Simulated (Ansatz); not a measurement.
# Computed properties of Ba₂C (antifluorite)

All numbers come from the PAW code Ansatz. Note: simulated data, non-magnetic, for a generated structure that need not be the stable one.

The cell is Ba₂C built on the antifluorite prototype; cell and atoms were relaxed with r2SCAN. Space group Fm-3m (No. 225), cubic; conventional cell a = 7.013 Å, 28.75 Å³ an atom. C is surrounded by 8 Ba at 3.04 Å; Ba is surrounded by 4 C at 3.04 Å.

Band edges at fixed r2SCAN geometry:
```csv
level,k mesh,gap (eV),kind,edges,least direct gap (eV),rough cost
LDA,6×6×6,none (overlap 0.09),–,–,–,2.2 core-seconds
PBE,6×6×6,none (overlap 0.08),–,–,–,3 core-seconds
PBE+SOC,6×6×6,none (overlap 0.02),–,–,–,12 core-seconds
r2SCAN,6×6×6,0,–,–,–,6 core-seconds
HSE06+SOC,4×4×4,0.06,direct,X,0.06,7 core-minutes
```
All runs use a smearing of 0.02 eV.
Wave cutoffs: 420 eV, 500 eV (r2SCAN).
Points off the special ones are mesh points or PBE's searched band edges, reused at the other levels. Run but not listed, since they were read on a mesh alone, on too coarse a mesh, or into states of the vacuum: PBE0.
Costs come from shared machines and give only the order; PBE's includes the band path. The runs had 2 threads of Arm Neoverse V2 (shared host).

With r2SCAN the gap closes, the bands meeting at X. PBE+SOC gives no gap: the lowest nominally empty band dips 0.02 eV below the top of the last filled one (its bottom at K–Γ (0.11 of the way from K), the top at X), so the cell is a metal or semimetal at this level.

The levels disagree on the kind of gap: direct with HSE06+SOC; zero gap with r2SCAN; no gap with LDA, PBE, PBE+SOC.

Only the levels marked +SOC include spin-orbit coupling.

The meshes of the hybrids are coarse, so their gaps aren't converged to the digits shown.
